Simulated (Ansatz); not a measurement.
# Ta, one cell by several methods

```xyz
1
Lattice="0.0000 2.0678 2.1100 2.0678 0.0000 2.1100 2.0678 2.0678 0.0000" Properties=species:S:1:pos:R:3 pbc="T T T"
Ta    0.0000    0.0000    0.0000
```

Conventional cell: a = 2.924 Å, b = 2.924 Å, c = 4.220 Å, α = 90.00°, β = 90.00°, γ = 90.00°. Ta (atom 1) has 12 Ta at 2.92 to 2.95 Å as nearest neighbours.

The geometry is COD entry 1534932, unchecked; take it as a test cell. The listed cell was then made from it by scaling, straining or moving an atom.

No spin–orbit coupling, which matters for the heavy atoms here.

Levels of theory: DFT, PBEsol, PAW with Ansatz's default frozen-core files, scalar-relativistic (Ansatz 0.2.0); DFT, PBEsol, all-electron LAPW, scalar-relativistic (Ansatz 0.2.0).

For PAW: a Γ-centred 17×17×17 k mesh, Fermi–Dirac smearing of 0.05 eV, cutoff 420 eV, no spin polarisation; the PAW files were made with PBE, and the program remakes their frozen cores for this functional. LAPW targets a basis error of 1 meV/atom. The Ansatz runs share mesh, smearing and spin set-up. Plane-wave (PAW) pressures include the program's estimate of the Pulay term.

Stress and pressure are positive in compression.

The change that made this cell: equal xx and yy strain of -2 %.

PAW results:

```json
{"quantity": "pressure (GPa)", "PAW": "1.75"}
{"quantity": "stress xx (GPa)", "PAW": "0.75"}
{"quantity": "stress zz (GPa)", "PAW": "3.73"}
```

**Question.** What does all-electron LAPW give for the same quantities?

**Answer.** 
```csv
quantity,LAPW
pressure (GPa),1.68
stress xx (GPa),0.68
stress zz (GPa),3.69
```
